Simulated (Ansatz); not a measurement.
Values for one crystal, relaxed and computed with PBE+D3(BJ) (plane waves, PAW; program Ansatz); other levels are named.

| Quantity | Value |
|---|---|
| Volume per atom | 18.49 Å³ |
| Electronic character | metallic (no gap) |
| Pressure derivative B′ | 9.6 |
| Formation energy from the elements (no fitted shifts) | -1.09 eV/atom |
| Density of states at the Fermi level | 0.51 states/eV per atom (mean over ±0.08 eV) |
| Bulk modulus (Birch–Murnaghan fit) | 44.0 GPa |
| Gap with spin–orbit coupling | none (metallic) |

Task: Which of these materials gives this?
A) ZnS, P4/nmm (Zn on 2c, S on 2a)
B) TaO2, R-3m (Ta on 3a, O on 6c)
C) ReS2, R3m (Re on 3a, S on 3a, S on 3a)
D) TaS2, CdI2 type

Result: D, TaS2, CdI2 type

Space group P-3m1 (CdI2 type). This is a known high-temperature phase of the composition, computed here at zero pressure and temperature. The PBE+D3(BJ) relaxation kept the symmetry of its start; whether a distortion lowers the energy is not shown. The run is not spin-polarised. With an odd number of electrons in the cell and no spin polarisation, the count alone makes it a metal. The references are the lowest solids computed at this level, not always the standard phases. Spin–orbit coupling is left out wherever it is not named.

Potentials: the earlier of the program's two PAW sets.
